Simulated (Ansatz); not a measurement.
Ti2Si:
```yaml
crystal:
  lattice:
    - [1.74411, 1.00696, 4.65031]
    - [-1.74411, 1.00696, 4.65031]
    - [0.00000, -2.01392, 4.65031]
  atoms:
    - { symbol: Ti, position: [0.76399, 0.76399, 0.76399] }
    - { symbol: Ti, position: [0.23601, 0.23601, 0.23601] }
    - { symbol: Si, position: [0.00000, 0.00000, 0.00000] }
```

Relaxed with LDA. Special points in fractions of this cell's reciprocal vectors: Γ (0.000, 0.000, 0.000); T (0.500, 0.500, 0.500); H2 (0.802, 0.198, 0.500); H0 (0.500, -0.198, 0.198); L (0.500, 0.000, 0.000); S0 (0.349, -0.349, 0.000); S2 (0.651, 0.000, 0.349); F (0.500, 0.000, 0.500).

Task: List the band energies nearest the Fermi level at these points for LDA in the plane-wave PAW code Ansatz.

Result: In eV from the Fermi level; about four levels below and three above (degenerate sets whole), none deeper than 8.9 eV; points with the same levels are listed once.

```csv
k,below,above
Γ,-1.19 -1.19 -0.66 -0.22 -0.22,1.70 1.70 2.31
T,-4.99 -0.71 -0.37 -0.37,0.19 0.19 0.84 0.84
H2,-2.94 -1.98 -1.06 -0.27,0.86 1.89 1.99
L,-2.29 -1.06 -0.88 -0.59,0.75 1.03 2.04
S0,-2.92 -1.97 -1.02 -0.34,0.97 1.79 1.85
F,-2.05 -1.56 -1.16 -0.92,1.70 1.94 2.09
```

Space group R-3m. The start of the workflow was typed in or built on a structure type; neither database checked (COD, Materials Project) lists it. Its standing as an ambient phase is unchecked. The LDA relaxation kept the symmetry of its start; its stability against distortions is not shown here. No spin polarisation was allowed. The volume moved by -44 % from the start of the relaxation.

Potentials: the earlier of the program's two PAW sets. The files were generated under PBE; for other functionals the program regenerates the frozen cores, and for LDA and PBEsol the local potential too.
